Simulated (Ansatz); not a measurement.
According to r²SCAN in the plane-wave PAW code Ansatz, InSb in the hexagonal phase (P6_3mc; In on 2b, Sb on 2b, In on 2a, Sb on 2a) relaxes to a = 4.629 Å, c = 15.183 Å. In on 2b has 4 nearest neighbours from 2.84 Å (tetrahedral); Sb on 2b has 4 nearest neighbours from 2.84 Å (tetrahedral); In on 2a has 4 nearest neighbours from 2.83 Å (tetrahedral); Sb on 2a has 4 nearest neighbours from 2.83 Å (tetrahedral). Against the elements it lies at -0.24 eV/atom, with no fitted shifts.

Electronic character: no gap, with almost no states at the Fermi level (zero-gap or semimetallic). The screened hybrid HSE06 puts the gap at 0.30 eV (a hybrid on a coarse mesh can open a false gap in a semimetal). Gap from r²SCAN with spin–orbit coupling: none (metallic).

An equation-of-state fit gives a bulk modulus of 433 kbar. Bader charges are In +0.54, Sb -0.54 e.

The start of the workflow was typed in or built on a structure type; neither database checked (COD, Materials Project) lists it. It is not the phase usual at ambient conditions (space group No. 216). The r²SCAN relaxation kept the symmetry of its start; whether a distortion lowers the energy is not shown. The references are the lowest solids computed at this level, not always the standard phases. Spin–orbit coupling is left out wherever it is not named.

Potentials: the later of the program's two PAW sets.
